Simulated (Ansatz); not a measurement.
Starting cell, CsPbCl₃ (cubic perovskite):

```
CELL_PARAMETERS angstrom
      5.73565     0.00000     0.00000
      0.00000     5.73565     0.00000
      0.00000     0.00000     5.73565
ATOMIC_POSITIONS crystal
  Cs 0.00000 0.00000 0.00000
  Pb 0.50000 0.50000 0.50000
  Cl 0.00000 0.50000 0.50000
  Cl 0.50000 0.50000 0.00000
  Cl 0.50000 0.00000 0.50000
```

Scan: atom 2 (Pb, nearest neighbour Cl at 2.868 Å; its periodic images, 5.7 Å or more away, move with it) is displaced along Cartesian [110], direction (0.707, 0.707, 0.000) in Cartesian axes, by s. The other atoms stay.

Method: PBE (plane waves to 420 eV, PAW, scalar-relativistic; Ansatz, a quantum-chemistry and plane-wave program). k mesh 5×5×5 (Γ-centred), Fermi-Dirac smearing 0.05 eV. The energy includes the smearing's −TS. CsPbCl3 was relaxed with its symmetry unable to fall. Spin-orbit coupling is left out, though Pb is heavy. The PAW data are Ansatz's earlier set. This is a high-temperature form of CsPbCl3. ΔE is measured from the undisplaced structure.

Successive frames, forces in eV/Å:

```json
[
 {"frame": "s = 0.000 Å", "ΔE (eV/cell)": "0.000", "F on Cs1": "(0.000, 0.000, 0.000)", "F on Pb2": "(0.000, 0.000, 0.000)", "F on Cl3": "(0.000, 0.000, 0.000)", "F on Cl4": "(0.000, 0.000, 0.000)", "F on Cl5": "(0.000, 0.000, 0.000)"},
 {"frame": "s = -0.114 Å", "ΔE (eV/cell)": "0.012", "F on Cs1": "(-0.019, -0.019, 0.000)", "F on Pb2": "(0.151, 0.151, 0.000)", "F on Cl3": "(-0.094, -0.019, 0.000)", "F on Cl4": "(-0.019, -0.019, 0.000)", "F on Cl5": "(-0.019, -0.094, 0.000)"},
 {"frame": "s = -0.228 Å", "ΔE (eV/cell)": "0.052", "F on Cs1": "(-0.038, -0.038, 0.000)", "F on Pb2": "(0.358, 0.358, 0.000)", "F on Cl3": "(-0.246, -0.034, 0.000)", "F on Cl4": "(-0.039, -0.039, 0.000)", "F on Cl5": "(-0.034, -0.246, 0.000)"},
 {"frame": "s = -0.342 Å", "ΔE (eV/cell)": "0.132", "F on Cs1": "(-0.057, -0.057, 0.000)", "F on Pb2": "(0.664, 0.664, 0.000)", "F on Cl3": "(-0.505, -0.041, 0.000)", "F on Cl4": "(-0.061, -0.061, 0.000)", "F on Cl5": "(-0.041, -0.505, 0.000)"}
]
```

Problem. What are the energy and the forces in the next frame, s = -0.456 Å?

Solution. ΔE (eV/cell) = 0.273.

```csv
atom,Fx,Fy,Fz
Cs1,-0.078,-0.078,0.000
Pb2,1.095,1.095,0.000
Cl3,-0.904,-0.027,0.000
Cl4,-0.086,-0.086,0.000
Cl5,-0.027,-0.904,0.000
```

(A displaced cell: forces are minus the slopes of the energy, force constants its curvatures, and phonons follow from these.)
